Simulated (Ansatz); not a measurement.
BN (h-BN type, space group P6_3/mmc)

```
BN
1.0
    2.50059     0.00000     0.00000
   -1.25029     2.16557     0.00000
    0.00000     0.00000     6.52584
B N
2 2
Direct
  0.33333   0.66667   0.25000
  0.66667   0.33333   0.75000
  0.33333   0.66667   0.75000
  0.66667   0.33333   0.25000
```

The slice is a (0001) plane (indices of the conventional cell) through the point (0.333, 0.667, 0.250) (fractional), spanned by u = [110] and v = [1 -1 0] in vectors of this cell: u (2.50 Å) and v (4.33 Å, at 90° to u). It covers one period; positions are fractions (u, v).

Calculation: r2SCAN+rVV10 (plane waves to 500 eV, PAW, scalar-relativistic; Ansatz, a program for electronic structure). k mesh 15×15×5. These are valence fields of a PAW run, semicore shells included where kept as valence: close to a nucleus they are smooth pseudo fields. BN was relaxed with its symmetry unable to fall.

Problem. Around which element is the density of the lowest conduction band (whole band as if filled, smooth part) largest on this plane?

Solution. N. Mean over a disc round each atom, of radius 0.45 times the shortest bond: N 0.049, B 0.003 e/Å³.

Problem. What is the ELF at the midpoint of the shortest B–N line in this plane (1.44 Å)?

Solution. 0.93.

Problem. What is the valence density on the shortest B–N line in this plane (1.44 Å), at its midpoint?

Solution. 1.85 e/Å³.

Problem. Predict the map of the density of the lowest conduction band (whole band as if filled, smooth part) on the slice.

Solution. 
| v \ u | 0.00 | 0.14 | 0.29 | 0.43 | 0.57 | 0.71 | 0.86 |
|---|---|---|---|---|---|---|---|
| 0.88 | 0.002 | 0.006 | 0.034 | 0.077 | 0.077 | 0.034 | 0.006 |
| 0.75 | 0.001 | 0.003 | 0.022 | 0.058 | 0.058 | 0.022 | 0.003 |
| 0.62 | 0.001 | 0.001 | 0.003 | 0.006 | 0.006 | 0.003 | 0.001 |
| 0.50 | 0.015 | 0.010 | 0.004 | 0.001 | 0.001 | 0.004 | 0.010 |
| 0.38 | 0.082 | 0.058 | 0.015 | 0.003 | 0.003 | 0.015 | 0.058 |
| 0.25 | 0.064 | 0.041 | 0.009 | 0.001 | 0.001 | 0.009 | 0.041 |
| 0.12 | 0.006 | 0.004 | 0.002 | 0.001 | 0.001 | 0.002 | 0.004 |
| 0.00 | 0.000 | 0.002 | 0.006 | 0.013 | 0.013 | 0.006 | 0.002 |

Values: density of the lowest conduction band (whole band as if filled, smooth part) in e/Å³.
